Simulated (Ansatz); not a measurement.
**Strain response of CaHN**

These are results of DFT r2SCAN, scalar-relativistic, plane waves, PAW (Ansatz 0.2.0), not measurements. (500 eV cutoff, 6×6×4 k-mesh, Gaussian smearing of 0.02 eV, no spin polarisation)

The relaxed crystal:

```
Ca H N
1.0
     3.52222    0.00000    0.00000
     0.00000    3.52222    0.00000
     0.00000    0.00000    5.65801
Ca H N
2 2 2
Cartesian
  0.0000 0.0000 0.2956
  1.7611 1.7611 3.1246
  1.7611 1.7611 0.7907
  0.0000 0.0000 3.6197
  0.0000 0.0000 2.5914
  1.7611 1.7611 5.4204
```

Deformation: uniaxial strain along a, with the lengths of b and c and the atoms relaxed and the angles held, all within the symmetry that the strain leaves. Energies are extrapolated to zero smearing. Gaps are generalised Kohn–Sham gaps over the whole zone.

```csv
strain (%),ΔE (meV/atom),a (Å),b (Å),c (Å),gap (eV)
-4.5,13.5,3.364,3.548,5.688,2.56
-3.0,5.9,3.417,3.539,5.678,2.63
-1.5,1.4,3.469,3.530,5.668,2.70
+0.0,0.0,3.522,3.522,5.658,2.76
+1.5,1.4,3.575,3.516,5.646,2.70
+3.0,5.3,3.628,3.511,5.635,2.65
+4.5,11.6,3.681,3.506,5.623,2.59
```

(1) What stiffness (1/V) d²E/dε² at zero strain does a cubic fit over all points give?

(2) How does the free axis b answer a small strain?

(3) How fast does the gap move with strain on either side?

Answers

(1) A cubic fit gives (1/V) d²E/dε² = 170 GPa at zero strain (Young's modulus along this axis, angles held).

(2) Between the innermost points its strain is -0.13 times the applied one.

(3) 36 meV per percent on the compressed side and -34 meV per percent on the stretched side.